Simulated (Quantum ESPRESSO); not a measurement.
Band energies of SnO monolayer

```
CELL_PARAMETERS angstrom
      3.78498     0.00000     0.00000
      0.00000     3.78498     0.00000
      0.00000     0.00000    15.30000
ATOMIC_POSITIONS crystal
  O  0.00000 0.50000 0.00000
  O  0.50000 0.00000 0.00000
  Sn 0.00000 0.00000 0.07655
  Sn 0.50000 0.50000 0.92345
```

norm-conserving PBE (stringent potentials; Quantum ESPRESSO, 102 Ry, scalar-relativistic); path MΓXM; energies in eV from the valence-band maximum.

| k (1/Å) | point | band 24 | band 25 | band 26 | band 27 | band 28 | band 29 | band 30 | band 31 |
|---|---|---|---|---|---|---|---|---|---|
| 0.00 | M | -4.01 | -1.10 | -1.10 | -0.63 | -0.63 | 3.18 | 3.18 | 5.30 |
| 0.21 |  | -3.90 | -1.52 | -1.15 | -0.79 | -0.45 | 3.09 | 3.50 | 5.13 |
| 0.43 |  | -3.58 | -2.45 | -1.27 | -1.21 | -0.15 | 3.19 | 4.25 | 4.97 |
| 0.64 |  | -3.47 | -3.11 | -1.68 | -1.42 | -0.01 | 3.72 | 4.72 | 5.03 |
| 0.85 |  | -4.27 | -2.62 | -1.93 | -1.59 | -0.01 | 3.99 | 4.05 | 4.60 |
| 1.07 |  | -3.73 | -2.24 | -1.81 | -1.73 | -0.06 | 3.36 | 3.37 | 5.53 |
| 1.17 | Γ | -3.67 | -2.18 | -1.77 | -1.77 | -0.06 | 3.26 | 3.27 | 5.72 |
| 1.29 |  | -3.74 | -2.25 | -1.81 | -1.74 | -0.05 | 3.38 | 3.39 | 5.45 |
| 1.53 |  | -4.33 | -2.58 | -2.16 | -1.63 | -0.01 | 4.06 | 4.22 | 4.33 |
| 1.77 |  | -4.07 | -3.13 | -2.75 | -1.18 | -0.09 | 3.48 | 3.75 | 5.32 |
| 2.00 | X | -3.84 | -3.43 | -3.43 | -0.53 | -0.53 | 3.23 | 3.23 | 6.01 |
| 2.19 |  | -4.12 | -2.89 | -2.89 | -0.53 | -0.53 | 3.25 | 3.25 | 6.11 |
| 2.37 |  | -4.21 | -2.15 | -2.15 | -0.54 | -0.54 | 3.29 | 3.29 | 5.87 |
| 2.56 |  | -4.12 | -1.52 | -1.52 | -0.58 | -0.58 | 3.28 | 3.28 | 5.37 |
| 2.83 | M | -4.01 | -1.10 | -1.10 | -0.63 | -0.63 | 3.18 | 3.18 | 5.30 |

The PBE gap is indirect, 3.08 eV, from 64 % of the way from M to Γ to 27 % of the way from M to Γ; the smallest direct gap is 3.32 eV. Another valence extremum on the path lies within 0.02 eV, too close to call. The valence-band maximum lies 5.43 eV below the vacuum level.

Spin-orbit splittings are left out.

Geometry relaxed with PBEsol.

This is a model layer cut from the bulk structure; whether it is stable on its own was not checked.
